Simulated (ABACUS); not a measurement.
A self-consistent single point of a model cell of As (Im-3m, 1 atom in the cell; prototype structure) with ABACUS.

Computed with PBE, PseudoDojo 0.5 standard norm-conserving PBE (tails mended) pseudopotentials (plane waves; ABACUS).

```xyz
1
Lattice="-1.6898 1.6898 1.6898 1.6898 -1.6898 1.6898 1.6898 1.6898 -1.6898" Properties=species:S:1:pos:R:3 pbc="T T T"
As     0.0000     0.0000     0.0000
```

Reference input (self-consistent single point, DFT, PBE, plane waves, PseudoDojo 0.5 standard norm-conserving PBE (tails mended) pseudopotentials): KPT = MP 14 14 14 0 0 0; basis_type = pw; ecutwfc = 84 Ry; smearing_method = mp; smearing_sigma = 0.00734986 Ry; potentials = PseudoDojo 0.5 standard norm-conserving PBE (tails mended); symmetry = 1; symmetry_prec = 1e-05; ks_solver = dav; scf_nmax = 100; scf_thr = 1.0e-09 Ry; mixing_type = pulay. This run's input differs from it in these lines:

```diff
@@ -5,3 +5,3 @@
 pseudo_dir           ./
-ecutwfc              84.0
+ecutwfc              42.0
 symmetry             1
```

Output, abridged:

```
 SELF-CONSISTENT
 -------------------------------------------
                                 init_chg = atomic

 PW ALGORITHM --------------- ION=   1  ELEC=   1--------------------------------

 Density error is 0.624261543256
                          Error Threshold = 0.01
 E_KohnSham     -208.4755793262      -2836.4557726870
 E_Fermi        0.9375718753         12.7563197884

 PW ALGORITHM --------------- ION=   1  ELEC=   2--------------------------------

 Density error is 0.0211270203481
                          Error Threshold = 0.00416174362171
 E_KohnSham     -208.5325481982      -2837.2308739546
   [... lines left out ...]

 Density error is 1.13612773685e-09
                          Error Threshold = 2.96540770517e-09
 E_KohnSham     -208.5377754495      -2837.3019943573
 E_Fermi        0.9291653961         12.6419437716

 PW ALGORITHM --------------- ION=   1  ELEC=   7--------------------------------

 Density error is 2.46353538488e-10
                          Error Threshold = 7.57418491236e-12
 E_KohnSham     -208.5377754499      -2837.3019943630
 E_KS(sigma->0) -208.5377638018      -2837.3018358831
 E_entropy(-TS) -0.0000349442        -0.0004754397
 E_Fermi        0.9291648868         12.6419368413
 charge density convergence is achieved
 final etot is -2837.3019944 eV
 EFERMI = 12.641936841 eV

 STATE ENERGY(eV) AND OCCUPATIONS    NSPIN == 1
   [... 15 lines left out ...]

 TOTAL-FORCE (eV/Angstrom)
                       As1         0.0000000000         0.0000000000         0.0000000000

 TOTAL-STRESS (KBAR)
    -15595.3176518667        -0.0000000000        -0.0000000000
        -0.0000000000    -15595.3176518667         0.0000000000
         0.0000000000         0.0000000000    -15595.3176518667
 TOTAL-PRESSURE: -15595.317652 KBAR

 --------------------------------------------
 !FINAL_ETOT_IS -2837.3019943629888076 eV
 --------------------------------------------
```

The run converged in 7 iterations. Against the reference run the free energy rises by 48.5 eV/atom and the pressure goes from -0.67 to -1560 GPa.

The starting geometry comes from a prototype or from typed values, not from a relaxation at this level; it need not be a known phase. This run is one point of a test of settings, so its values need not be converged; read them against the reference run alone.

Cost on one core: around 16 core-seconds (rough).

At a cut-down plane-wave cutoff the stress holds a Pulay term: a spurious tension from the incomplete basis, which lowers the pressure; energies, forces and gaps of such rows are unconverged too.

“Tails mended”: in these copies of the files the far tail of each local potential was reset to the Coulomb form.
